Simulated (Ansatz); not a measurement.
Equation of state of Rb₃ScCl₆ and its gap

A database entry relaxed whole under r2SCAN (Fm-3m):

```xyz
10
Lattice="0.0000 5.5378 5.5378 5.5378 0.0000 5.5378 5.5378 5.5378 0.0000" Properties=species:S:1:pos:R:3 pbc="T T T"
Rb    2.7689    2.7689    2.7689
Rb    8.3067    8.3067    8.3067
Rb    5.5378    5.5378    5.5378
Sc    0.0000    0.0000    0.0000
Cl    8.5950    5.5378    5.5378
Cl    5.5378    8.5950    5.5378
Cl    2.4806    5.5378    5.5378
Cl    5.5378    2.4806    5.5378
Cl    5.5378    5.5378    8.5950
Cl    5.5378    5.5378    2.4806
```

The cell was scaled uniformly, its shape held, and the atoms relaxed at each volume with plane-wave PAW DFT (Ansatz 0.2.0; r2SCAN, 500 eV, 6×6×6 Γ-centred mesh, fermi-dirac occupations of width 0.020 eV; no spin, no spin-orbit coupling). One row is withheld.

```csv
volume (Å³/atom),energy over the lowest (meV/atom),pressure (GPa),gap over mesh and path (eV)
31.928,8.1,1.38,4.667
32.607,3.4,0.85,4.641
33.286,?,?,?
33.966,0.0,0.00,4.595
34.645,0.8,-0.36,4.571
35.324,3.0,-0.67,4.549
36.004,6.4,-0.94,4.530
```

Question: Fit the pressures of the other rows to the third-order Birch-Murnaghan form.

Answer: With f = [(V₀/V)^(2/3) − 1]/2 and P = 3B₀f(1 + 2f)^(5/2)[1 + 3(B₀′ − 4)f/2], least squares gives V₀ = 33.96 Å³ an atom, B₀ = 18.8 GPa and B₀′ = 5.5; the rows miss the fit by less than 0.01 GPa. The slope of the energies differs from these pressures by less than 0.05 GPa.

Question: How does the gap move with volume?

Answer: A parabola in ln(V/V₀) through the other rows has the slope dE_g/d ln V = -1.1 eV at V₀, so by B₀ the gap moves by +61 meV a GPa: it widens under pressure.

Question: What does the withheld row hold?

Answer: The fit gives 0.40 GPa at 33.286 Å³; the run gave 0.39 GPa and 0.8 meV an atom. Its gap is 4.616 eV, against 4.617 eV from the parabola.

Caveats: the shape of the cell was held; 0 K, fixed nuclei; the symmetry was kept, and this need not be the phase that is stable at 0 K; one mesh for all volumes; r2SCAN gaps lie as a rule under measured ones; the slope of the gap can be off by tens of per cent, more where shallow d levels or spin-orbit coupling act on the edges; the relaxed cell lies far from the entry, by an error of the functional or of the entry; pressure is positive in compression.
